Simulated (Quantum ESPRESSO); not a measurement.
# HfAl3PdZr2Mg: one composition in several site orders

A calculation, not a measurement. The program is pw.x of Quantum ESPRESSO 7.5 (plane-wave density functional theory). The cell is made up: eight metal atoms on a hexagonal close-packed lattice, with elements, volume, strain and displacements drawn at random and not relaxed, so it may be unstable or far from any real phase. PseudoDojo standard norm-conserving files set the functional (PBE unless stated); there is no spin polarisation or spin-orbit coupling, the Fermi-Dirac width of 0.25 eV means electrons at about 2900 K, and the masses in the input are unused placeholders. Heavy elements are run without spin-orbit coupling, which real alloys of them have. A spin test at this wide smearing found no moment, but such smearing suppresses magnetism that the real alloy may have.

The runs put one composition on the sites in different orders. Cell, positions, cutoff, mesh and smearing stay as in the input of run 1; sites are counted in its order. Stress in the tables is positive in tension.

Input of run 1:

```
&control calculation='scf', pseudo_dir='./dojo.nc.sr.pbe.v0_5.standard.upf', outdir='./o', disk_io='medium', tprnfor=.true., tstress=.true. /
&system ibrav=0, nat=8, ntyp=5, nbnd=50, ecutwfc=84.00895049, nosym=.true., tot_charge=0,
 occupations='smearing', smearing='fd', degauss=0.0183746611
/
&electrons conv_thr=1.470e-08, electron_maxstep=70, mixing_beta=0.5 /
ATOMIC_SPECIES
Al 1.0 Al.upf
Hf 1.0 Hf.upf
Mg 1.0 Mg.upf
Pd 1.0 Pd.upf
Zr 1.0 Zr.upf
CELL_PARAMETERS angstrom
-3.0621 0.0494 -0.0013
-0.0021 -0.0039 -4.9591
0.1713 -10.602 -0.0083
ATOMIC_POSITIONS angstrom
Hf -0.1134 -0.0038 0.103
Al 0.1623 -5.5934 -0.0531
Al -0.0007 -3.6382 -2.493
Pd 0.1437 -8.8152 -2.4668
Al -1.5426 -2.6578 -0.1929
Zr -1.4332 -7.9983 0.1877
Zr -1.6398 -0.8315 -2.2668
Mg -1.5629 -6.1437 -2.3463
K_POINTS automatic
8 5 2 1 1 1
```

| run | elements on sites 1 to 8 | free energy less that of run 1 (eV) | -TS (eV) | pressure (GPa) | stress xx (GPa) | stress yy (GPa) | stress zz (GPa) | stress yz (GPa) | stress xz (GPa) | stress xy (GPa) | iterations |
| --- | --- | --- | --- | --- | --- | --- | --- | --- | --- | --- | --- |
| 1 | Hf Al Al Pd Al Zr Zr Mg | 0.000 | -1.305 | -0.71 | 0.06 | 2.92 | -0.86 | 0.27 | 0.32 | -0.31 | 18 |
| 2 | Al Hf Mg Zr Al Al Zr Pd | -1.267 | -1.174 | -2.53 | 0.30 | 3.86 | 3.44 | 0.95 | 0.16 | -0.26 | 18 |
| 3 | Al Zr Al Zr Al Hf Mg Pd | 0.053 | -1.248 | -0.31 | -1.42 | 2.43 | -0.07 | 1.38 | 0.30 | -0.09 | 19 |
| 4 | Zr Al Al Zr Al Mg Pd Hf | 0.132 | -1.331 | -1.17 | 1.23 | 2.62 | -0.33 | -0.17 | 0.59 | -1.08 | 18 |
| 5 | Pd Mg Zr Al Hf Zr Al Al | 0.083 | -1.396 | -1.76 | 0.25 | 1.10 | 3.92 | 1.75 | 0.37 | 0.12 | 18 |
| 6 | Mg Hf Al Pd Al Zr Zr Al | -0.333 | -1.240 | -1.98 | -0.44 | 4.61 | 1.78 | -0.27 | 0.37 | 0.40 | 19 |

Forces Fx Fy Fz (eV/Å):

```
site             run 1              run 2              run 3             run 4             run 5             run 6
   1   0.13 -0.64 0.36    0.01 -0.09 0.26   -0.03 -0.33 0.10   0.07 -1.57 0.07  0.07 -0.28 -0.03   0.07 -0.34 0.43
   2   -0.31 1.34 0.59    -0.14 0.26 0.54    -0.35 1.76 0.52   -0.54 0.82 1.13   -0.26 1.29 0.49   -0.49 1.87 1.25
   3  -0.01 0.39 -0.19  -0.21 -0.24 -0.42  -0.08 -0.31 -0.19   0.05 0.54 -0.30  -0.27 0.85 -0.72  -0.09 0.38 -0.19
   4  -0.12 -0.06 0.47    -0.36 0.58 0.93    -0.28 0.81 0.99  -0.41 -0.59 1.16  -0.18 -0.24 0.75  -0.13 -0.15 0.52
   5  -0.09 -0.71 0.96    0.16 -0.43 1.16    0.10 -0.53 0.66  -0.16 -0.05 0.22    0.24 0.30 1.36   0.11 -0.90 0.86
   6  0.15 -0.32 -0.51   0.13 -0.32 -0.69   0.15 -1.06 -0.80   0.21 0.60 -0.98  0.28 -1.69 -0.70  0.14 -0.39 -0.59
   7   0.04 0.25 -1.19    0.03 0.44 -1.28   0.04 -0.43 -0.64  0.03 -0.53 -0.26   0.00 0.61 -0.80  -0.09 0.22 -1.14
   8  0.21 -0.23 -0.50   0.38 -0.20 -0.51    0.44 0.09 -0.63   0.75 0.77 -1.04  0.13 -0.84 -0.35  0.48 -0.68 -1.13
```

The sites are displaced and not relaxed, so the energy differences mix bonding between neighbours with strain and are not ordering energies. A rerun of one cell of this series at a higher cutoff and on a denser mesh moved values by no more than 0.008 eV in energy, 0.11 GPa in stress and 0.010 eV/Å in force, and a second program with other atomic files agreed on that cell to 2 % rms in force and 0.5 GPa in pressure.